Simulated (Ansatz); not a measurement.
WSe2 (2H-MoS2 type, space group P6_3/mmc)

```xyz
6
Lattice="3.2304 0.0000 0.0000 -1.6152 2.7976 0.0000 0.0000 0.0000 12.4106" Properties=species:S:1:pos:R:3 pbc="T T T"
W      0.0000     1.8651     3.1026
W      1.6152     0.9325     9.3079
Se     0.0000     1.8651     7.6268
Se     1.6152     0.9325     1.4215
Se     1.6152     0.9325     4.7838
Se     0.0000     1.8651    10.9891
```

The slice is a (0001) plane (indices of the conventional cell) through the point (0.667, 0.333, 0.750) (fractional), spanned by u = [110] and v = [1 -1 0] in vectors of this cell: u (3.23 Å) and v (5.60 Å, at 90° to u). It covers one period; positions are fractions (u, v).

These are PBEsol-D3(BJ) (plane waves to 420 eV, PAW, scalar-relativistic; Ansatz, a program for electronic structure) values and carry that method's errors. k mesh 12×12×3. Near the nuclei the fields are pseudised (PAW); where an atom keeps semicore shells as valence, they peak there. Spin-orbit coupling is left out, though W is heavy. The PAW data are Ansatz's earlier set. WSe2 is run without spin polarisation. WSe2 was relaxed with its symmetry unable to fall.

### Question
Sketch the valence electron density on this plane as a map.

### Answer
```tsv
v \ u	0.00	0.17	0.33	0.50	0.67	0.83
0.90	0.6	0.3	-0.5	-0.7	-0.5	0.3
0.80	-0.4	-0.5	-0.7	-0.7	-0.7	-0.5
0.70	-0.6	-0.6	-0.5	-0.4	-0.5	-0.6
0.60	-0.6	-0.5	0.3	0.6	0.3	-0.5
0.50	-0.6	-0.3	0.7	0.7	0.7	-0.3
0.40	-0.7	-0.5	0.3	0.6	0.3	-0.5
0.30	-0.7	-0.7	-0.5	-0.4	-0.5	-0.7
0.20	-0.4	-0.5	-0.6	-0.6	-0.6	-0.5
0.10	0.6	0.3	-0.5	-0.6	-0.5	0.3
0.00	0.7	0.7	-0.3	-0.6	-0.3	0.7
```

Values: log₁₀ of the valence density in e/Å³. The scale is logarithmic, as a density can span decades between atoms and voids.
